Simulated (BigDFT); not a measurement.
A self-consistent single point of iodine monochloride (ClI) with BigDFT.

Method: PBE, Daubechies wavelet basis, HGH (Krack) norm-conserving potentials made for PBE, isolated boundary conditions (BigDFT).

SMILES: ClI
```xyz
2

Cl     1.1541    -0.0178     0.0093
I     -1.1541     0.0178    -0.0093
```
Charge 0, spin multiplicity 1.

Reference input (self-consistent single point, DFT, PBE, Daubechies wavelet basis, HGH (Krack) norm-conserving potentials made for PBE, isolated boundary conditions): basis = Daubechies wavelets; dft.hgrids = 0.421 bohr; dft.rmult = 5 8; dft.ixc = 11; potentials = built-in HGH-K PBE; boundary_conditions = free; dft.gnrm_cv = 1e-04; dft.itermax = 80; dft.idsx = 6; dft.nrepmax = 3. This run's input differs from it in these lines:

```diff
@@ -2,4 +2,4 @@
 dft:
-  hgrids: 0.421
-  rmult: [5, 8]
+  hgrids: 0.358
+  rmult: [7, 9]
   ixc: 11
```

Output, abridged:

```
  #------------------------------------------------------------------- Self-Consistent Cycle
 Ground State Optimization:
 - Hamiltonian Optimization: &itrp001
   - Subspace Optimization: &itrep001-01
       Wavefunctions Iterations:
 iter:  1, EKS: -2.63712430240247357E+01, gnrm:  9.05E-02, D:  1.23E-01,
 iter:  2, EKS: -2.64297895399220728E+01, gnrm:  4.65E-02, D: -5.85E-02,
 iter:  3, EKS: -2.64386890778975108E+01, gnrm:  3.09E-02, D: -8.90E-03,
 iter:  4, EKS: -2.64419792283121886E+01, gnrm:  1.42E-02, D: -3.29E-03,
 iter:  5, EKS: -2.64432177123152350E+01, gnrm:  7.99E-03, D: -1.24E-03,
 iter:  6, EKS: -2.64434957724670276E+01, gnrm:  4.16E-03, D: -2.78E-04,
 iter:  7, EKS: -2.64436015948170287E+01, gnrm:  2.19E-03, D: -1.06E-04,
 iter:  8, EKS: -2.64436320366891557E+01, gnrm:  1.10E-03, D: -3.04E-05,
 iter:  9, EKS: -2.64436403529791946E+01, gnrm:  4.75E-04, D: -8.32E-06,
 iter:  10, EKS: -2.64436419838090160E+01, gnrm:  2.37E-04, D: -1.63E-06,
 iter:  11, EKS: -2.64436422459467693E+01, gnrm:  1.49E-04, D: -2.62E-07,
 iter:  12, EKS: -2.64436423708541817E+01, gnrm:  7.37E-05, D: -1.25E-07,
       -  &FINAL001  { #---------------------------------------------------------- iter: 13
 iter:  13, EKS: -2.64436424142232767E+01, gnrm:  7.37E-05, D: -4.34E-08,  #FINAL
        #Eigenvalues and New Occupation Numbers
       Orbitals: [
 Last Iteration                        : *FINAL001
  #---------------------------------------------------------------------- Forces Calculation
 Total electronic charge               :  13.999999999580
 Electric Dipole Moment (AU):
   P vector                            :  [ -3.969825E-01,  5.784589E-03, -3.520580E-03 ]
   norm(P)                             :  3.97040257E-01
 Electric Dipole Moment (Debye):
   P vector                            :  [ -1.009029E+00,  1.470296E-02, -8.948421E-03 ]
   norm(P)                             :  1.00917558E+00
 BigDFT infocode                       :  0
 Clean forces norm (Ha/Bohr): {maxval:  1.165451108397E-02, fnrm2:  2.716552572126E-04}
  #-------------------------------------------------------------------- Atomic Forces (Ha/Bohr)
 Atomic Forces (Ha/Bohr):
 -  {Cl: [ 1.165274691942E-02, -1.797235032437E-04,  9.390048230199E-05]} # 0001
 -  {I: [-1.165274691942E-02,  1.797235032437E-04, -9.390048230199E-05]} # 0002
 Energy (Hartree)                      : -2.64436424142232767E+01
 Force Norm (Hartree/Bohr)             :  1.64819676377737437E-02
```

The run converged in 13 iterations. Against the reference run the free energy drops by 93.0 meV/atom and the largest force goes from 0.510 to 0.599 eV/Å.

The grid can part forces that symmetry would make equal. This run is one point of a test of settings, so its values need not be converged; read them against the reference run alone. The geometry comes from a cheaper method or was typed, in some cases with atoms then moved at random; it is not relaxed at this level.

Cost on one core: very roughly 40 core-seconds.
